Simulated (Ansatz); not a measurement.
Polymorphs of Mg, each relaxed with the program Ansatz at the PBEsol level (PAW):

A: bcc (W type) (Im-3m), a = b = c = 3.557 Å, α = β = γ = 90.00°

B: simple hexagonal (P6/mmm), a = b = 3.073 Å, c = 3.057 Å, α = β = 90.00°, γ = 120.00°

C: fcc (Cu type) (Fm-3m), a = 4.493 Å, b = 4.493 Å, c = 4.493 Å, α = 90.00°, β = 90.00°, γ = 90.00°

D: P6/mmm, a = 5.069 Å, b = 5.069 Å, c = 3.073 Å, α = 90.00°, β = 90.00°, γ = 120.00°

E: diamond (Fd-3m), a = b = c = 6.7687 Å, α = β = γ = 90.00°

F: Fd-3m, a = b = c = 8.2435 Å, α = β = γ = 90.00°

Order them by energy per atom at 0 K (lowest first) at the level PBEsol.

C (+0 meV/atom), A (+14 meV/atom), D (+41 meV/atom), F (+60 meV/atom), B (+220 meV/atom), E (+811 meV/atom)

Built on a structure type that need not be the filed one of that space group: D. Typed or built starts, not in the databases checked: E; F. Not the usual ambient phase: A; B; C; D; E; F. Unstable at this level: A; B; D; E. All cells were relaxed under the symmetry of their starts (and spin orders); stability against distortions was not tested throughout.

Energies hold the estimated change up to a 700 eV cutoff; steps of a few meV lie near the error of the meshes.

Potentials: the later of the program's two PAW sets.
